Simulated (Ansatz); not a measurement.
Given:

Mg$_{2}$TeS:
```cif
data_Mg2STe
_chemical_formula_sum 'Mg2 Te1 S1'
_space_group_name_H-M_alt 'P 1'
_space_group_IT_number 1
_cell_length_a 7.35993
_cell_length_b 7.35993
_cell_length_c 7.35993
_cell_angle_alpha 33.255
_cell_angle_beta 33.255
_cell_angle_gamma 33.255
loop_
_space_group_symop_operation_xyz
  'x, y, z'
loop_
_atom_site_label
_atom_site_type_symbol
_atom_site_fract_x
_atom_site_fract_y
_atom_site_fract_z
_atom_site_occupancy
Mg1 Mg 0.99058 0.99058 0.99058 1
Mg2 Mg 0.51043 0.51043 0.51043 1
Te1 Te 0.12241 0.12241 0.12241 1
S1 S 0.62655 0.62655 0.62655 1
```

This is the LDA-relaxed structure.

Question: All from LDA in the plane-wave PAW code Ansatz, unless another level is named. Predict the highest zone-centre frequency (without LO–TO term).

Answer: 43.6 meV.

Question: Next, the bulk modulus (Birch–Murnaghan fit)?

Answer: 46.6 GPa.

Space group R3m. The first step of the workflow began from a Materials Project structure, measured or hypothetical; the Crystallography Open Database copy checked does not list it. Whether it is the stable phase at ambient conditions was not checked. The LDA relaxation kept the symmetry of its start; of distortions, only those at the zone centre were tested. Spin–orbit coupling is left out wherever it is not named.

Potentials: the later of the program's two PAW sets.
